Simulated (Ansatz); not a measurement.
A: Ni (fcc, Cu type), a = 3.5184 Å, b = 3.5184 Å, c = 3.5184 Å, α = 90.00°, β = 90.00°, γ = 90.00°
B: Mg2Si (antifluorite type, space group Fm-3m), a = b = c = 6.3648 Å, α = β = γ = 90.00°
C: NbN (rock salt), a = 4.4213 Å, b = 4.4213 Å, c = 4.4213 Å, α = 90.00°, β = 90.00°, γ = 90.00°

Scan: energy against volume (even scaling of the relaxed cell, symmetry kept). All come from one method, each on a k mesh of its own. All were relaxed with their symmetry unable to fall. NbN is run without spin polarisation. Relaxed Ni ends ferromagnetic. This is a high-temperature form of NbN. Other magnetic orders were not checked, so this need not be the ground state. (This holds for the magnetic or f-shell members.)

Problem. Rank these by bulk modulus (fitted) (lowest first), as PBE (plane waves to 420 eV, PAW, scalar-relativistic; Ansatz, a program for electronic structure) gives it.

Solution. B (54.0 GPa), A (198 GPa), C (307 GPa)

(A scan under strain: stresses follow from slopes of the energy per volume, elastic moduli from its curvatures.)
